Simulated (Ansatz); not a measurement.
The calculation used DFT PBE, scalar-relativistic, plane waves, PAW, and for the lanthanide a 4f-in-core norm-conserving potential (Ansatz 0.2.0). All cells share a 690 eV cutoff and Γ-centred k meshes spaced about 0.3 Å⁻¹ or finer (0.25 for metals, 2π included). No spin polarisation.

Relaxed structures of TmI4, with energies over the first row. Coordination counts I atoms around Tm (those within 1.25 times the shortest such distance or 1.15 times the sum of covalent radii, 1.27 where that leaves under three; a plus sign parts nearer from farther groups).

| # | form | sites | V (Å³/atom) | coordination | ΔE (meV/atom) |
| --- | --- | --- | --- | --- | --- |
| 1 | Cmmm | Tm 2a; I 4j, 4g | 48.6 | Tm 6 | 0 |
| 2 | Ccce | Tm 4b; I 16i | 44.4 | Tm 4+4 | 34 |
| 3 | Fm-3m | Tm 8c; I 32f | 79.0 | Tm 4 | 137 |

A further structure, relaxed alike:

```
CELL_PARAMETERS angstrom
6.47544 0.00000 0.00000
0.00000 6.47544 0.00000
0.00000 0.00000 6.47544
ATOMIC_POSITIONS crystal
Tm 0.00000 0.00000 0.00000
I 0.25314 0.25314 0.25314
I 0.74686 0.74686 0.25314
I 0.25314 0.74686 0.74686
I 0.74686 0.25314 0.74686
```

Task: Where does it fall in the ranking, and at what energy?

Result: It is the highest, 156 meV/atom above row 1, with space group P-43m (No. 215) and 54.3 Å³/atom. Counting I atoms around Tm, this cell has Tm 4 and row 1 has Tm 6. Tm has 4 I at 2.84 Å; I is surrounded by 1 Tm at 2.84 Å.

The k mesh leaves some 4 meV/atom of noise in the energy of each metallic cell. No dispersion correction is applied, so the spacing and binding between layers, chains or molecules are poorly described (Cmmm, Ccce, Fm-3m, P-43m), and this can change margins and order among such cells. These runs have no spin–orbit coupling, which can matter for I. In Cmmm, P-43m an odd number of valence electrons (the lanthanide is held trivalent, its 4f shell in the core) allows no gap without spin; another valence of the lanthanide, a larger cell or a magnetic state could open one. Row 1 has imaginary phonons (to 38i cm⁻¹ on its k mesh, which matters in a metal), so it may be a saddle point. Other cells relaxed within their symmetry can be saddle points.

The lanthanide is trivalent by construction, without f bands, f moments or other valences.
